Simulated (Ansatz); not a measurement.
Ge₃N₄:
```cif
data_Ge6N8
_chemical_formula_sum 'Ge6 N8'
_space_group_name_H-M_alt 'P 1'
_space_group_IT_number 1
_cell_length_a 8.12947
_cell_length_b 8.12947
_cell_length_c 3.11407
_cell_angle_alpha 90.000
_cell_angle_beta 90.000
_cell_angle_gamma 120.000
loop_
_space_group_symop_operation_xyz
  'x, y, z'
loop_
_atom_site_label
_atom_site_type_symbol
_atom_site_fract_x
_atom_site_fract_y
_atom_site_fract_z
_atom_site_occupancy
Ge1 Ge 0.82909 0.23534 0.75000 1
Ge2 Ge 0.17091 0.76466 0.25000 1
Ge3 Ge 0.59374 0.82909 0.25000 1
Ge4 Ge 0.40626 0.17091 0.75000 1
Ge5 Ge 0.76466 0.59374 0.75000 1
Ge6 Ge 0.23534 0.40626 0.25000 1
N1 N 0.66667 0.33333 0.75000 1
N2 N 0.33333 0.66667 0.25000 1
N3 N 0.66953 0.97251 0.75000 1
N4 N 0.33047 0.02749 0.25000 1
N5 N 0.69703 0.66953 0.25000 1
N6 N 0.30297 0.33047 0.75000 1
N7 N 0.02749 0.69703 0.75000 1
N8 N 0.97251 0.30297 0.25000 1
```

This is the PBE-relaxed structure.

Task: All from DFT-PBE in the program Ansatz with PAW potentials, unless another level is named. Predict the formation energy from the elements (no fitted shifts).

Result: 0.008 eV/atom.

Task: Give the hole effective mass.

Result: 2.9, 13, 13 mₑ (principal values).

Task: What about the electron effective mass with spin–orbit coupling?

Result: 0.21, 0.24, 0.24 mₑ (principal values).

Task: What about the HSE06 gap on the PBE cell?

Result: 3.31 eV.

Space group P6_3/m. The cell was relaxed with PBE under the symmetry of its start. The references are the lowest solids computed at this level, not always the standard phases (solids in place of the gases). Scalar-relativistic: spin–orbit coupling is off unless named, which matters more the heavier the elements.

Potentials: the later of the program's two PAW sets.
